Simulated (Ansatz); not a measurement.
CrGa$_{4}$:
```xyz
5
Lattice="-2.8000 2.8000 2.8000 2.8000 -2.8000 2.8000 2.8000 2.8000 -2.8000" Properties=species:S:1:pos:R:3 pbc="T T T"
Cr     0.0000     0.0000     0.0000
Ga     1.4000     1.4000    -1.4000
Ga     1.4000    -1.4000     1.4000
Ga     1.4000     1.4000     1.4000
Ga    -1.4000     1.4000     1.4000
```

Relaxed with r²SCAN. Special points in fractions of this cell's reciprocal vectors: Γ (0.000, 0.000, 0.000); H (0.500, -0.500, 0.500); N (0.000, 0.000, 0.500); P (0.250, 0.250, 0.250).

List the band energies nearest the Fermi level at these points for r²SCAN in the plane-wave PAW code Ansatz.

In eV from the Fermi level; about four levels below and three above (degenerate sets whole), none deeper than 8.9 eV; points with the same levels are listed once.

```
k                                below                     above
-  -----------------------------------  ------------------------
Γ  -1.22 -1.22 -1.22 -0.38 -0.38 -0.38  0.10 0.10 2.90 2.90 2.90
H        -4.21 -4.21 -1.45 -1.45 -1.45            1.60 1.60 3.20
N              -1.67 -0.98 -0.67 -0.51            1.91 1.93 1.93
P        -0.72 -0.72 -0.72 -0.38 -0.38            3.60 3.60 3.60
```

Space group Im-3m. The workflow started from a Materials Project entry (that database holds measured and hypothetical structures alike); the Crystallography Open Database copy checked does not list it. Whether it is the stable phase at ambient conditions was not checked. The r²SCAN relaxation kept the symmetry of its start; its stability against distortions is not shown here. The run is not spin-polarised. Scalar-relativistic: spin–orbit coupling is off unless named, which matters more the heavier the elements.

Potentials: the later of the program's two PAW sets.
